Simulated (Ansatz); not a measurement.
**Zr: stiffness from a series of strains**

```yaml
crystal:
  lattice:
    - [3.23200, 0.00000, 0.00000]
    - [-1.61600, 2.79899, 0.00000]
    - [0.00000, 0.00000, 5.14700]
  atoms:
    - { symbol: Zr, position: [0.33333, 0.66667, 0.25000] }
    - { symbol: Zr, position: [0.66667, 0.33333, 0.75000] }
```

Atom numbers follow the list: Zr1, Zr2.

The cell comes from COD entry 9008523, which wasn't checked; take it as a given geometry.

All numbers below come from Ansatz 0.2.0, DFT, PBEsol, all-electron LAPW, scalar-relativistic.

The runs use a Γ-centred 13×13×7 k mesh, Fermi–Dirac smearing of 0.08 eV, basis error target 1 meV/atom, no spin polarisation.

The strain is applied along the Cartesian axes of the cell as listed (the other components stay zero). Fractional coordinates are held (clamped ions).

σ is the change of stress from the unstrained cell, which is at -3.25 GPa; tension is positive, so slopes are stress–strain coefficients at that pressure. In a metal the k mesh adds noise.

Only quantities that a quadratic follows smoothly over the whole series are listed; rougher ones are left out.

```csv
εzz,σzz (GPa),σxx (GPa)
-0.0300,-5.07,-2.00
-0.0200,-3.30,-1.30
0.0000,0.00,0.00
0.0100,1.52,0.61
0.0200,2.95,1.18
0.0300,4.30,1.74
```

Problem. Fit the series and read off the stiffness at zero strain.

Solution. Least-squares fits y = p0 + p1 x + p2 x² to the rows give σzz (GPa): p1 = 156, p2 = -430; σxx (GPa): p1 = 62.2, p2 = -150. So C33 = 156 GPa and C13 = 62 GPa, for these axes.

Problem. One run, at εzz = -0.0100, is withheld. Predict its row.

Solution. The fits give -1.61, -0.64; the run gave -1.60, -0.63.
